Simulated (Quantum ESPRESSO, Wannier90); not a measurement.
## Wannierisation of MgTe (zinc blende)

```
begin unit_cell_cart
ang
    0.0000000000    3.2320000000    3.2320000000
    3.2320000000    0.0000000000    3.2320000000
    3.2320000000    3.2320000000    0.0000000000
end unit_cell_cart
begin atoms_frac
Mg   0.0000000000  0.0000000000  0.0000000000
Te   0.2500000000  0.2500000000  0.2500000000
end atoms_frac
```

Structure: Materials Project mp-13033, symmetrised, not relaxed again. Not found in the COD (Crystallography Open Database) copy used, which has the formula in other groups; not checked further. Level: PBEsol, no spin polarisation, no spin-orbit coupling; pw.x of Quantum ESPRESSO at 68 Ry with PseudoDojo potentials, 8×8×8 k-points, Wannier90. Density: 8×8×8 mesh, cold smearing 0.01 Ry. Spin-orbit coupling is left out although heavy elements are present.

Bands 11-13 form an isolated set from -3.24 to 0.00 eV relative to the valence-band maximum (on the path) and are turned into 3 Wannier functions by minimising the spread from the start: atomic waves Te 5p.

### Question
Where do the functions sit, how wide are they and what are they made of?

### Answer
```
functions  spread (Å²)  nearest atom, distance (Å)  second atom, distance (Å)  weight on atomic waves
---------  -----------  --------------------------  -------------------------  ----------------------
3                 3.09                     Te 0.00                    Mg 2.80   Te 5p 88 %, Mg 3s 9 %
```

Ω_I = 9.01 Å², Ω_total = 9.27 Å²; the interpolated bands follow pw.x to 3.0 meV rms on the path. Only this start was tried; a symmetric start can stop on a saddle, and mixtures of these functions could lower the total by at most Ω_total − Ω_I.
